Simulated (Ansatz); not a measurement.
KI:
Space group Fm-3m (No. 225); a = b = c = 7.0917 Å, α = β = γ = 90.00°

| atom | site | symmetry | x | y | z |
|---|---|---|---|---|---|
| K | 4a | m-3m | 0.0000 | 0.0000 | 0.0000 |
| I | 4b | m-3m | 0.5000 | 0.5000 | 0.5000 |
(The calculation used a cell of 2 atoms; values per cell refer to that cell.)

Relaxed with r²SCAN.

### Question
Tabulate the valence density and the electron localisation function along the shortest K–I contact (3.55 Å), r²SCAN (plane waves, PAW; program Ansatz).

### Answer


```tsv
distance from K (Å)	density (e/Å³)	ELF
0.35	3.97	0.78
0.53	2.98	0.87
0.71	1.70	0.88
0.89	0.77	0.82
1.06	0.31	0.61
1.24	0.13	0.17
1.42	0.07	0.03
1.60	0.06	0.04
1.77	0.08	0.26
1.95	0.13	0.65
2.13	0.22	0.78
2.30	0.36	0.78
2.48	0.59	0.71
2.66	0.92	0.64
2.84	1.83	0.55
3.01	5.89	0.35
3.19	12.36	0.17
```

The density is the valence pseudo-density with augmentation charge, so density and ELF within about 1 Å of a nucleus are not all-electron values.

Symmetry was held in the r²SCAN relaxation; of distortions, only those at the zone centre were tested. Spin–orbit coupling is left out wherever it is not named.

Potentials: the later of the program's two PAW sets.
